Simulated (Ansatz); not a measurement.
**Computed properties of MoPd**

MoPd:
```cif
data_Mo4Pd4
_chemical_formula_sum 'Pd4 Mo4'
_space_group_name_H-M_alt 'Fm-3m'
_space_group_IT_number 225
_space_group_name_Hall '-F 4 2 3'
_cell_length_a 5.14522
_cell_length_b 5.14522
_cell_length_c 5.14522
_cell_angle_alpha 90.000
_cell_angle_beta 90.000
_cell_angle_gamma 90.000
loop_
_atom_site_label
_atom_site_type_symbol
_atom_site_symmetry_multiplicity
_atom_site_Wyckoff_symbol
_atom_site_fract_x
_atom_site_fract_y
_atom_site_fract_z
_atom_site_occupancy
Pd1 Pd 4 a 0.00000 0.00000 0.00000 1
Mo1 Mo 4 b 0.50000 0.50000 0.50000 1
```
(The calculation used a cell of 2 atoms; values per cell refer to that cell.)

Space group Fm-3m (No. 225), rock salt; conventional cell a = b = c = 5.145 Å, α = β = γ = 90.00°.

Method: the program Ansatz at the PBEsol level (PAW). Structure relaxed to zero pressure with the same functional. Other levels are named where they apply.

**Cell and energy**

* **Volume per atom**: 17.03 Å³
* **Density**: 9.87 g/cm³
* **Formation energy from the elements (no fitted shifts)**: 1143 meV/atom

**Electronic structure**

* **Electronic character**: metallic (no gap)
* **Density of states at the Fermi level**: 1.7 states/eV per atom (mean over ±0.08 eV)
* **Gap with spin–orbit coupling**: none (metallic)

**Mechanics**

- Bulk modulus (Birch–Murnaghan fit): 192 GPa
- Pressure derivative B′: 4.7
- Elastic constants (relaxed ions, GPa): C11 = 293, C12 = 142, C44 = -8.7
- Mechanical stability: unstable (C has a negative eigenvalue)

**Phonons**

* **Highest zone-centre frequency**: 143 cm⁻¹
* **Zone-centre stability**: no imaginary mode at Γ

The start of the workflow was typed in or built on a structure type; neither database checked (COD, Materials Project) lists it. Its standing as an ambient phase is unchecked. The PBEsol relaxation kept the symmetry of its start. The run is not spin-polarised. Its formation energy is positive at this level, so the cell may be metastable or incomplete. As this level gives no gap, shear constants depend on the k-mesh and smearing (Fermi–Dirac, 0.1 eV here). As this level gives no gap, phonon frequencies hold no LO–TO term and depend on the k-mesh and smearing (Fermi–Dirac, 0.1 eV here). The references are the lowest solids computed at this level, not always the standard phases. Spin–orbit coupling is left out wherever it is not named.

Potentials: the later of the program's two PAW sets.
